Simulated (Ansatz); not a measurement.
Os (Fm-3m), clamped-ion strain scan

Method: Ansatz 0.2.0, DFT r2SCAN, scalar-relativistic, plane waves, PAW. Settings: plane waves to 500 eV, k-mesh 20×20×20 (Γ-centred), Gaussian smearing 0.15 eV. Spin–orbit coupling is left out, which can shift energies with elements as heavy as these. No spin polarisation. Energies are free energies at this smearing, counted from the undisturbed cell; pressure is positive in compression.

Zero of the scan (as given, not relaxed at this level; it stands at -16.9 GPa; this fcc form isn't the usual structure):

```xyz
1
Lattice="0.0000 1.9450 1.9450 1.9450 0.0000 1.9450 1.9450 1.9450 0.0000" Properties=species:S:1:pos:R:3 pbc="T T T"
Os    0.0000    0.0000    0.0000
```

The cell is strained by ε times the Voigt pattern (0, 0, 0, 0, 0, 1) (xx, yy, zz, yz, xz, xy; engineering shear) with fractional coordinates fixed. The cell is metallic on the mesh throughout. At -17 GPa the given cell is far from its own equilibrium, so these figures belong to a strongly strained crystal.

| ε | ΔE (meV/atom) |
| --- | --- |
| -0.1000 | 128.3 |
| -0.0500 | 31.5 |
| 0.0000 | 0.0 |
| 0.0125 | 1.9 |
| 0.0250 | 7.8 |
| 0.0375 | 17.6 |
| 0.0625 | 49.4 |
| 0.0750 | 71.5 |
| 0.0875 | 97.8 |

Task: Predict the stress summed along the pattern (GPa, tension positive) at each point.

Result:
| ε | stress summed along the pattern (GPa, tension positive) |
| --- | --- |
| -0.1000 | -28.98 |
| -0.0500 | -14.21 |
| 0.0000 | 0.00 |
| 0.0125 | 3.50 |
| 0.0250 | 7.03 |
| 0.0375 | 10.60 |
| 0.0625 | 17.86 |
| 0.0750 | 21.55 |
| 0.0875 | 25.26 |